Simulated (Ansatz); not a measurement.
One crystal and one scan (energy over volume and axial ratio) at two levels, PBE (plane waves to 420 eV, PAW, scalar-relativistic; Ansatz, a first-principles code) and r2SCAN (plane waves to 500 eV, PAW, scalar-relativistic; Ansatz), each from its own relaxed cell and on its own mesh.

The crystal is ZrB2 (AlB2 type, space group P6/mmm); volume and axial ratio are varied about the relaxed values (subscript 0).

E stands for the smeared free energy. ZrB2 is run without spin polarisation. ZrB2 was relaxed with its symmetry unable to fall. With partly filled bands, the response to shear is sensitive to the k mesh, so small differences along c/a are uncertain. Both scans cover V/V₀ from 0.920 to 1.080 and (c/a)/(c/a)₀ from 0.920 to 1.080.

```tsv
quantity	run 1	run 2
Lattice constant a (Å)	3.171	3.168
Lattice constant c (Å)	3.541	3.550
Modulus against c/a change at fixed volume, (3/4V)·∂²E/∂(ln c/a)² (fit, atoms clamped) (GPa)	168	174
```

Task: Which run is which level?

Result: Run 1 is PBE, run 2 is r2SCAN. PBE gives the lower value for: lattice constant c; modulus against c/a change at fixed volume. They agree on: lattice constant a (within 0.2 %).

(Under strain, the slope of the energy per volume gives the stress and its curvature an elastic modulus.)
